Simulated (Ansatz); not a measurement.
Cs (fcc type) under strong compression

```
Cs
1.0
     0.00000    3.63371    3.63371
     3.63371    0.00000    3.63371
     3.63371    3.63371    0.00000
Cs
1
Direct
  0.00000 0.00000 0.00000
```

The cell comes from a relaxation on PAW files under the same functional, begun from a prototype that needn't be the stable phase.

Its volume is scaled at fixed shape and fractional positions.

All numbers are LDA results (scalar-relativistic) from Ansatz 0.2.0, with a Γ-centred 10×10×10 k mesh, Fermi–Dirac smearing of 0.1 eV, no spin polarisation. Methods: LAPW: all electrons, basis error target 1 meV/atom; PAW: frozen-core files, cutoff 420 eV; crystal datasets: all electrons, by PAW datasets that the program makes for each cell; norm-conserving: pseudopotentials, cutoff 653 eV; PAW (cutoff 600 eV): frozen-core files, cutoff 600 eV.

Energies are extrapolated to zero smearing and count from the unscaled cell; pressure is positive in compression; gaps take the mesh and a band path. No temperature or zero-point motion is included.

Spin–orbit coupling is left out, which matters for the heavy atoms. The PAW files were made under PBE.

```json
{"V/V0": "1.00", "V (Å³/atom)": "95.96", "P LAPW (GPa)": "0.01", "ΔE LAPW (eV/atom)": "0.000", "P PAW − LAPW (GPa)": "0.00", "ΔE PAW − LAPW (meV/atom)": "0.0"}
{"V/V0": "0.95", "V (Å³/atom)": "91.16", "P LAPW (GPa)": "0.15", "ΔE LAPW (eV/atom)": "0.003", "P PAW − LAPW (GPa)": "0.00", "ΔE PAW − LAPW (meV/atom)": "0.0"}
{"V/V0": "0.85", "V (Å³/atom)": "81.56", "P LAPW (GPa)": "0.50", "ΔE LAPW (eV/atom)": "0.023", "P PAW − LAPW (GPa)": "0.00", "ΔE PAW − LAPW (meV/atom)": "0.0"}
{"V/V0": "0.75", "V (Å³/atom)": "71.97", "P LAPW (GPa)": "1.01", "ΔE LAPW (eV/atom)": "0.068", "P PAW − LAPW (GPa)": "0.00", "ΔE PAW − LAPW (meV/atom)": "0.0"}
{"V/V0": "0.65", "V (Å³/atom)": "62.37", "P LAPW (GPa)": "1.77", "ΔE LAPW (eV/atom)": "0.148", "P PAW − LAPW (GPa)": "0.00", "ΔE PAW − LAPW (meV/atom)": "0.0"}
{"V/V0": "0.55", "V (Å³/atom)": "52.78", "P LAPW (GPa)": "?", "ΔE LAPW (eV/atom)": "0.291", "P PAW − LAPW (GPa)": "0.00", "ΔE PAW − LAPW (meV/atom)": "0.1"}
{"V/V0": "0.45", "V (Å³/atom)": "43.18", "P LAPW (GPa)": "4.57", "ΔE LAPW (eV/atom)": "0.511", "P PAW − LAPW (GPa)": "0.00", "ΔE PAW − LAPW (meV/atom)": "0.1"}
{"V/V0": "0.40", "V (Å³/atom)": "38.38", "P LAPW (GPa)": "5.44", "ΔE LAPW (eV/atom)": "0.664", "P PAW − LAPW (GPa)": "0.00", "ΔE PAW − LAPW (meV/atom)": "0.2"}
```

(1) Give the missing entry: row "0.55", column "P LAPW (GPa)".

(2) From the table, what is the rise of the enthalpy H = E + pV up to the last row, and how stiff is the crystal between the last two rows?

(3) At the smallest volume, how far do crystal datasets and norm-conserving and PAW (cutoff 600 eV) lie from LAPW in pressure?

Results:

(1) 2.95.

(2) ΔH = 0.664 eV + (5.44 GPa × 38.38 Å³ − 0.01 GPa × 95.96 Å³) × 0.006242 eV/(GPa·Å³) = 1.96 eV/atom, of which pV makes 66 %. The mean bulk modulus there is −ΔP/Δln V = 7.44 GPa.

(3) crystal datasets: 0.00 GPa; norm-conserving: +0.01 GPa; PAW (cutoff 600 eV): 0.00 GPa, on a LAPW pressure of 5.44 GPa.
